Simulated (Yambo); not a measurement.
PbSe (rock salt, space group Fm-3m, No. 225), G0W0@LDA in Yambo with this input:

```
rim_cut
gw0
dyson
el_el_corr
HF_and_locXC
ppa
em1d
RandQpts= 1000000
RandGvec= 1 Ry
EXXRLvcs= 86 Ry
VXCRLvcs= 344 Ry
Chimod= "HARTREE"
% BndsRnXp
 6 | 136 |
%
NGsBlkXp= 10 Ry
% LongDrXp
 1.0 | 1.0 | 1.0 |
%
PPAPntXp= 27.2114 eV
% GbndRnge
 1 | 136 |
%
GTermKind= "BG"
DysSolver= "n"
ExtendOut
```

On a 4×4×4 mesh, with wavefunctions cut at 86 Ry, the gap (L → L) is 0.863 eV and the valence edge shifts by -0.730 eV.

Q: What happens with this change: exchange cut at 10 Ry?

A: The gap falls by 0.164 eV, to 0.699 eV; the shift of the valence edge becomes -0.286 eV. Neither run is shown to be the converged limit.

The standard potentials for Pb, Se keep a d shell in the valence without the s and p states of that shell. In tests on such compounds this moved G0W0 gaps by up to about 0.9 eV, so absolute quasiparticle energies here are unreliable; differences between settings are what counts.

Spin-orbit coupling is not included.

Geometry of the Materials Project entry, not relaxed at this level; primitive cell a = b = c = 4.371 Å, α = β = γ = 60.00°.

A shift is the quasiparticle energy of the state minus its LDA energy.
